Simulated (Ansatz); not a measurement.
A generator proposed this cell of LiMg₆.

```cif
data_structure
_symmetry_space_group_name_H-M 'Pm-3m'
_symmetry_Int_Tables_number 221
_cell_length_a 4.7968
_cell_length_b 4.7968
_cell_length_c 4.7968
_cell_angle_alpha 90.000
_cell_angle_beta 90.000
_cell_angle_gamma 90.000
_cell_volume 110.37
loop_
_atom_site_label
_atom_site_type_symbol
_atom_site_symmetry_multiplicity
_atom_site_Wyckoff_symbol
_atom_site_fract_x
_atom_site_fract_y
_atom_site_fract_z
_atom_site_occupancy
Li1 Li 1 a 0.00000 0.00000 0.00000 1
Mg1 Mg 6 f 0.50000 0.50000 0.20700 1
```

All numbers below come from Ansatz, DFT PBE, scalar-relativistic, plane waves, PAW. Settings: cutoff 420 eV, Γ-centred mesh 4×4×4 on the computed 7-atom cell, Gaussian smearing of 0.10 eV; no spin polarisation.

The zero of energy is the elements' standard structures at the same level; no fitted shifts are applied.

Task: What does a single point on this coarse mesh give?

Result: The pressure is 93.7 GPa (it wants to expand), the largest force is 12.51 eV/Å, and the energy is +5.04 eV/atom against the elements. The shortest distance is 1.99 Å.

Task: Is it a good guess?

Result: A poor one: relaxing gains about 4.3 eV/atom (the start's value is from the coarse mesh, so the gain is rough) in 19 ionic steps and ends at +0.77 eV/atom on the finer mesh. The symmetry stays Pm-3m (No. 221). The volume per atom grows by 228.7 %, from 15.8 to 51.8 Å³. The shortest distance goes from 1.99 Å (Mg–Mg) to 2.83 Å (Mg–Mg). Conventional cell: a = 7.132 Å. Li has 24 Mg at 5.24 Å (long contacts); Mg is surrounded by 1 Mg at 2.83 Å, 4 Mg at 3.04 Å, 1 Mg at 4.30 Å and 4 Li at 5.24 Å.

The last run used a 6×6×6 mesh for its 7-atom cell and Gaussian smearing of 0.10 eV. The relaxation can't lower the symmetry of the start, and the grade says only how near the guess is to its own end. A structure relaxed within its symmetry needn't be a true minimum.
